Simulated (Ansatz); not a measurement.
# A trial form of Ag

These are results of Ansatz 0.2.0, DFT PBE, scalar-relativistic, plane waves, PAW, not measurements. Cutoff 420 eV, Gaussian smearing, Γ-centred meshes. Cell and atoms relax first on a coarse mesh and then on a finer one. In between, the cell is made exact in the group found at 0.06 Å. In metals the finer mesh still leaves noise of several meV/atom or more. The steps can't lower the symmetry of their start. No spin polarisation.

The cell of Ag is invented: random cell by space group and Wyckoff sites (Fm-3m, No. 225). The dimensions are guesses.

```cif
data_structure
_symmetry_space_group_name_H-M 'P 1'
_symmetry_Int_Tables_number 1
_cell_length_a 4.4383
_cell_length_b 4.4383
_cell_length_c 4.4383
_cell_angle_alpha 60.000
_cell_angle_beta 60.000
_cell_angle_gamma 60.000
_cell_volume 61.82
loop_
_atom_site_label
_atom_site_type_symbol
_atom_site_fract_x
_atom_site_fract_y
_atom_site_fract_z
_atom_site_occupancy
Ag1 Ag 0.25000 0.25000 0.25000 1
Ag2 Ag 0.75000 0.75000 0.75000 1
Ag3 Ag 0.00000 0.00000 0.00000 1
```

Energies count from the standard state of Ag at the same level.

Question: Where does the relaxation end?

Answer: The symmetry stays Fm-3m (No. 225). The volume per atom grows by 5.0 %, from 20.6 to 21.6 Å³. The shortest distance goes from 2.72 Å (Ag–Ag) to 2.76 Å (Ag–Ag). Conventional cell: a = 6.379 Å. Ag on a site of symmetry -43m is surrounded by 4 Ag at 2.76 Å and 6 Ag at 3.19 Å; around Ag on a site of symmetry m-3m lie 8 Ag at 2.76 Å.

```
Ag
1.0
     0.00000    3.18971    3.18971
     3.18971    0.00000    3.18971
     3.18971    3.18971    0.00000
Ag
3
Direct
  0.25000 0.25000 0.25000
  0.75000 0.75000 0.75000
  0.00000 0.00000 0.00000
```

Question: Give its energy and gap.

Answer:

* Energy over the standard state: +0.29 eV/atom
* Gap on the 12×12×12 mesh of the 3-atom cell: 0 eV (a metal)

So it is a metastable form at best.

The last run used Gaussian smearing of 0.10 eV. Symmetry constrained the relaxation, so the result can be a saddle point.
